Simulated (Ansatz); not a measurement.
A generator proposed this cell of Be₃CCl₂.

```yaml
crystal:
  lattice:
    - [3.28901, 0.00000, 0.00000]
    - [-1.64450, 2.84837, 0.00000]
    - [0.00000, 0.00000, 8.04390]
  atoms:
    - { symbol: Be, position: [0.33333, 0.66667, 0.88712] }
    - { symbol: Be, position: [0.66667, 0.33333, 0.11288] }
    - { symbol: Be, position: [0.00000, 0.00000, 0.50000] }
    - { symbol: C, position: [0.00000, 0.00000, 0.00000] }
    - { symbol: Cl, position: [0.33333, 0.66667, 0.30644] }
    - { symbol: Cl, position: [0.66667, 0.33333, 0.69356] }
```

The calculation used DFT PBE, scalar-relativistic, plane waves, PAW (Ansatz). Cutoff 420 eV; k points 6×6×2 on the computed 6-atom cell (Γ-centred); Gaussian smearing, width 0.10 eV; no spin polarisation.

Formation energies are uncorrected and refer to the elements' standard structures at the same level (Cl₂ as a molecule).

Q: How far from equilibrium is it?

A: The pressure is -11.1 GPa (the mean over three directions, positive in compression), the largest force is 3.66 eV/Å, and the energy is +0.34 eV/atom against the elements. The shortest distance is 2.10 Å.

Q: Is it a good guess?

A: A rough one: relaxing gains about 0.78 eV/atom in 21 ionic steps and ends at −0.441 eV/atom on the finer mesh. The symmetry stays P-3m1 (No. 164). The volume per atom grows by 26.8 %, from 12.6 to 15.9 Å³. The shortest distance goes from 2.10 Å (Be–C) to 1.84 Å (Be–C). The ratio c/a of the conventional cell changes by a factor of 1.51. Conventional cell: a = 3.104 Å, c = 11.452 Å. Around Be on a site of symmetry 3m lie 3 C at 1.84 Å and 3 Be at 1.98 Å; C is surrounded by 6 Be at 1.84 Å; Cl is surrounded by 3 Be at 2.21 Å; 1 more site not described.

The last run used a 12×12×4 mesh (in the run's order of axes) for its 6-atom cell and Gaussian smearing of 0.02 eV. No dispersion correction is applied, so the spacing and binding between layers, chains or molecules are poorly described. The reference form of C is held partly by dispersion forces, which this level lacks. The relaxation can't lower the symmetry of the start, and the grade says only how near the guess is to its own end. A structure relaxed within its symmetry needn't be a true minimum.
